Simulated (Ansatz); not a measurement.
TaC (rock salt)

```
CELL_PARAMETERS angstrom
      0.00000     2.22002     2.22002
      2.22002     0.00000     2.22002
      2.22002     2.22002     0.00000
ATOMIC_POSITIONS crystal
  C  0.00000 0.00000 0.00000
  Ta 0.50000 0.50000 0.50000
```

The slice is a {100} plane (indices of the conventional cell) through the point (0.500, 0.500, 0.500) (fractional), spanned by u = [100] and v = [0 1 -1] in vectors of this cell: u (3.14 Å) and v (3.14 Å, at 90° to u). It covers one period; positions are fractions (u, v).

Method: PBEsol (plane waves to 420 eV, PAW, scalar-relativistic; Ansatz, a quantum-chemistry and plane-wave program). k mesh 18×18×18. These are valence fields of a PAW run, semicore shells included where kept as valence: close to a nucleus they are smooth pseudo fields. Spin-orbit coupling is left out, though Ta is heavy. TaC is run without spin polarisation. TaC was relaxed with its symmetry unable to fall.

Task: What is the valence density on the shortest C–Ta line in this plane (2.22 Å), at its minimum between the atoms?

Result: 0.57 e/Å³.

Task: What is the ELF at the density minimum of the shortest C–Ta line in this plane (2.22 Å)?

Result: 0.3.

Task: Sketch the electrostatic potential energy of an electron, from the cell's mean on this plane as a map.

Result: 
```
v \ u  0.00  0.11  0.21  0.32  0.43  0.54  0.64  0.75  0.86  0.96
-----  ----  ----  ----  ----  ----  ----  ----  ----  ----  ----
0.93      x     x     x  <3.0   9.5  10.7   3.8     x     x     x
0.86      x     x     x  <3.0  10.0  10.8   6.1  <3.0     x     x
0.79      x     x  <3.0   5.5   8.7   8.9   7.2  <3.0     x     x
0.71      x  <3.0  <3.0     x     x     x     x   4.6  <3.0  <3.0
0.64   <3.0   5.0   7.2     x     x     x     x   6.7   6.1   3.1
0.57    9.2   9.8   8.7     x     x     x     x     x  10.0   9.3
0.50   10.9  11.1     x     x     x     x     x     x  11.1  10.9
0.43    9.2   9.8   8.7     x     x     x     x     x  10.0   9.3
0.36   <3.0   5.0   7.2     x     x     x     x   6.7   6.1   3.1
0.29      x  <3.0  <3.0     x     x     x     x   4.6  <3.0  <3.0
0.21      x     x  <3.0   5.5   8.7   8.9   7.2  <3.0     x     x
0.14      x     x     x  <3.0  10.0  10.8   6.1  <3.0     x     x
0.07      x     x     x  <3.0   9.5  10.7   3.8     x     x     x
0.00      x     x     x  <3.0   9.2  10.4  <3.0     x     x     x
```

Values: electrostatic potential energy of an electron, from the cell's mean, in eV. Points within 0.9 Å of a nucleus are blanked (x), as the pseudised field means little there. Values under 3 eV are set to 3. The zero, the cell's mean, hangs on the PAW cores.
